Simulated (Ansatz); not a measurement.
A crystal relaxed with r2SCAN in the plane-wave code Ansatz has space group Pmm2 (No. 25) and a = 3.970 Å, b = 7.938 Å, c = 5.607 Å.

| atom | site | x | y | z |
| --- | --- | --- | --- | --- |
| P | 1a | 0.0000 | 0.0000 | 0.9999 |
| Xx | 1c | 0.5000 | 0.0000 | 0.7623 |
| As | 2h | 0.5000 | 0.7537 | 0.5000 |
| Xx | 2g | 0.0000 | 0.7567 | 0.2458 |
| As | 1b | 0.0000 | 0.5000 | 0.0002 |
| Xx | 1d | 0.5000 | 0.5000 | 0.7461 |

The r2SCAN gap is direct at Γ: 1.26 eV. HSE06 gives a direct gap of 1.68 eV at Γ. With PBE the gap is 0.76 eV and direct, at Γ. Meshes: r2SCAN 6×4×6, HSE06 4×2×4, PBE 6×4×6.

Q: Which element is Xx?
A. Tl
B. B
C. In
D. Ga

A: D. Xx is Ga: Ga4As3P, ordered on the zincblende lattice (Pmm2) with 8 atoms a cell. Around P lie 4 Ga at 2.37–2.39 Å; around Ga lie 2 P at 2.39 Å and 2 As at 2.45 Å; around As lie 4 Ga at 2.44–2.45 Å; around Ga lie 1 P at 2.37 Å and 3 As at 2.44–2.46 Å; around As lie 4 Ga at 2.44–2.46 Å; around Ga lie 4 As at 2.44 Å.

Simulation only: spin-unpolarised, and no claim that this is the phase found in nature.

The runs are scalar-relativistic, without spin-orbit coupling.

The meshes of the hybrids are coarse, so their gaps aren't converged to the digits shown.
